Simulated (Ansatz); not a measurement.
Is this SrAlO structure a true minimum?

The structure comes from a proposed guess, relaxed at this level; another structure or a mixture of phases may lie lower.

Computed with Ansatz, DFT PBE, scalar-relativistic, plane waves, PAW. Plane waves to 420 eV, a k mesh through Γ of 4×8×6 on the computed 12-atom cell and Gaussian smearing (0.10 eV); no spin polarisation.

The cell below (12 atoms, space group Pnma (No. 62)) is relaxed within its symmetry.

```cif
data_structure
_symmetry_space_group_name_H-M 'P 1'
_symmetry_Int_Tables_number 1
_cell_length_a 9.1329
_cell_length_b 4.4284
_cell_length_c 7.0299
_cell_angle_alpha 90.000
_cell_angle_beta 90.000
_cell_angle_gamma 90.000
_cell_volume 284.31
loop_
_atom_site_label
_atom_site_type_symbol
_atom_site_fract_x
_atom_site_fract_y
_atom_site_fract_z
_atom_site_occupancy
Sr1 Sr 0.36087 0.75000 0.61305 1
Sr2 Sr 0.13913 0.25000 0.11305 1
Sr3 Sr 0.86087 0.75000 0.88695 1
Sr4 Sr 0.63913 0.25000 0.38695 1
Al1 Al 0.46990 0.75000 0.09195 1
Al2 Al 0.03010 0.25000 0.59195 1
Al3 Al 0.96990 0.75000 0.40805 1
Al4 Al 0.53010 0.25000 0.90805 1
O1 O 0.51869 0.75000 0.33727 1
O2 O 0.98131 0.25000 0.83727 1
O3 O 0.01869 0.75000 0.16273 1
O4 O 0.48131 0.25000 0.66273 1
```

For the test it was strained at random (σ = 1.5 % a component), the atoms were moved at random (σ = 0.15 Å), and all was relaxed again on a coarse 6×4×4 mesh (in the run’s order of axes) with 0.20 eV smearing, with no symmetry imposed.

Question: What happens?

Answer: It returns, within 2 meV/atom of the unmoved cell on that mesh and with the same symmetry when read at 0.1 Å (P-1 at 0.01 Å, so small strains and shifts remain). So it is stable against the distortions that fit this cell and that this random move excites. Modes that don't fit the cell aren't tested.
